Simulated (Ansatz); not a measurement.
InBi:
```yaml
crystal:
  lattice:
    - [0.00000, 3.36052, 3.36052]
    - [3.36052, 0.00000, 3.36052]
    - [3.36052, 3.36052, 0.00000]
  atoms:
    - { symbol: In, position: [0.00000, 0.00000, 0.00000] }
    - { symbol: Bi, position: [0.75000, 0.75000, 0.75000] }
```

Relaxed with PBEsol. Special points in fractions of this cell's reciprocal vectors: Γ (0.000, 0.000, 0.000); X (0.500, 0.000, 0.500); U (0.625, 0.250, 0.625); K (0.375, 0.375, 0.750); L (0.500, 0.500, 0.500); W (0.500, 0.250, 0.750).

### Question
List the band energies nearest the Fermi level at these points for the program Ansatz at the PBEsol level (PAW).

### Answer
In eV from the Fermi level; about four levels below and three above (degenerate sets whole), none deeper than 8.9 eV; points with the same levels are listed once.

```csv
k,below,above
Γ,-1.79,0.09 0.09 0.09
X,-5.72 -2.06 -2.06,1.12 1.28 7.66 7.66
U,-5.62 -2.85 -1.73,1.41 3.46 5.65
L,-5.49 -0.87 -0.87 -0.12,3.78 3.78 5.70
W,-5.63 -2.62 -2.47,3.28 3.48 3.97
```

Space group F-43m (zinc blende). The workflow started from a Materials Project entry (that database holds measured and hypothetical structures alike); the Crystallography Open Database copy checked does not list it. COD files the formula under space group No. 129, so this cell is another polymorph or a model. With In and Bi taken as one species the cell has the higher symmetry Fd-3m, so it may be an ordered model of a mixed-site phase. Whether it is the stable phase at ambient conditions was not checked. The cell was relaxed with PBEsol under the symmetry of its start; of distortions, only those at the zone centre were tested. Scalar-relativistic: spin–orbit coupling is off unless named, which matters more the heavier the elements.

Potentials: the later of the program's two PAW sets.
